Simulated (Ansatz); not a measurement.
The start is a generated cell, CeO2 built in the pyrite structure type. Cell shape, volume and atoms are optimised at zero target pressure with PBE (plane waves to 420 eV, PAW, scalar-relativistic; Ansatz, a first-principles code). The first steps use a coarse 4×4×4 k-mesh.

Input geometry:
```
CeO2
1.0
    5.69069     0.00000     0.00000
    0.00000     5.69069     0.00000
    0.00000     0.00000     5.69069
Ce O
4 8
Direct
  0.00000   0.00000   0.00000
  0.50000   0.50000   0.00000
  0.00000   0.50000   0.50000
  0.50000   0.00000   0.50000
  0.38510   0.38510   0.38510
  0.88510   0.11490   0.61490
  0.61490   0.88510   0.11490
  0.11490   0.61490   0.88510
  0.61490   0.61490   0.61490
  0.11490   0.88510   0.38510
  0.38510   0.11490   0.88510
  0.88510   0.38510   0.11490
```
Spin-polarised start, with parallel moments on Ce.

Question: What pressure does the first self-consistent step give?

Answer: -9.4 GPa (negative: the cell is under tension).

Question: Which atoms feel the largest initial force, and how large is it?

Answer: 2.44 eV/Å, on O5, O6, O7, O8, O9, O10, O11, O12 (atoms numbered as listed).

Question: By how much does the energy per atom fall from start to end?

Answer: 0.50 eV/atom.

Question: How does the volume per atom move from start to end?

Answer: -11.5 %, from 15.36 to 13.60 Å³/atom.

Question: How do the shortest distances between atoms change?

Answer: The closest pairs of elements (up to four, under 3.6 Å), start → end: O–O 2.27 → 2.73 Å; Ce–O 2.38 → 2.37 Å.

Question: What magnetic moments remain?

Answer: Zero (the starting moments vanished).

Question: Give the final cell and atomic positions.

Answer: 
```cif
data_Ce4O8
_chemical_formula_sum 'Ce4 O8'
_space_group_name_H-M_alt 'Fm-3m'
_space_group_IT_number 225
_space_group_name_Hall '-F 4 2 3'
_cell_length_a 5.46459
_cell_length_b 5.46459
_cell_length_c 5.46459
_cell_angle_alpha 90.000
_cell_angle_beta 90.000
_cell_angle_gamma 90.000
loop_
_atom_site_label
_atom_site_type_symbol
_atom_site_symmetry_multiplicity
_atom_site_Wyckoff_symbol
_atom_site_fract_x
_atom_site_fract_y
_atom_site_fract_z
_atom_site_occupancy
Ce1 Ce 4 a 0.00000 0.00000 0.00000 1
O1 O 8 c 0.25000 0.25000 0.25000 1
```
(The calculation used a cell of 3 atoms; values per cell refer to that cell.)

Final values are on a 8×8×8 k-mesh of the relaxed cell. No spin polarisation in the result: the starting moments vanished. No Hubbard U is applied. The 4f state was not searched, so a lower electronic state may exist.

The run could not lose the symmetry of its start; a randomly shaken copy of 6 atoms returns to this structure.
